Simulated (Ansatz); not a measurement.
Cu (fcc, Cu type)

```yaml
crystal:
  lattice:
    - [0.00000, 1.81484, 1.81484]
    - [1.81484, 0.00000, 1.81484]
    - [1.81484, 1.81484, 0.00000]
  atoms:
    - { symbol: Cu, position: [0.00000, 0.00000, 0.00000] }
```

The slice is a {111} plane (indices of the conventional cell) through the point (0.000, 0.000, 0.000) (fractional), spanned by u = [100] and v = [-1 2 0] in vectors of this cell: u (2.57 Å) and v (4.45 Å, at 90° to u). It covers one period; positions are fractions (u, v).

These are PBE (plane waves to 420 eV, PAW, scalar-relativistic; Ansatz, a first-principles code) values and carry that method's errors. k mesh 22×22×22. Near the nuclei the fields are pseudised (PAW); where an atom keeps semicore shells as valence, they peak there. Cu is run without spin polarisation. Cu was relaxed with its symmetry unable to fall.

What is the ELF at the midpoint of the shortest Cu–Cu line in this plane (2.57 Å)?

0.22.

What is the valence density on the shortest Cu–Cu line in this plane (2.57 Å), at its midpoint?

0.26 e/Å³.

Sketch the electron localisation function (ELF) on this plane as a map.


```
|xxx610131016xx|
|xx93002420039x|
|76310036300136|
|11000256520001|
|00002455542000|
|11233211123321|
|55420000000245|
|65200011100025|
|63001367631003|
|420039xxx93002|
|31016xxxxx6101|
|31028xxxxx8201|
|31016xxxxx6101|
|420039xxx93002|
|63001367631003|
|65200011100025|
|55420000000245|
|11233211123321|
|00002455542000|
|11000256520001|
|76310036300136|
|xx93002420039x|
|xxx610131016xx|
|xxx820131028xx|
```
Scale: ten equal steps from 0.16 (start of '0') to 0.33 (end of '9'), in the order '0123456789'. Values: electron localisation function (ELF). The map has 14 points along u (one character each, u = 0 at the left) and 24 along v (v = 0 in the bottom row). Points within 0.5 Å of a nucleus are blanked (x), as the pseudised field means little there.
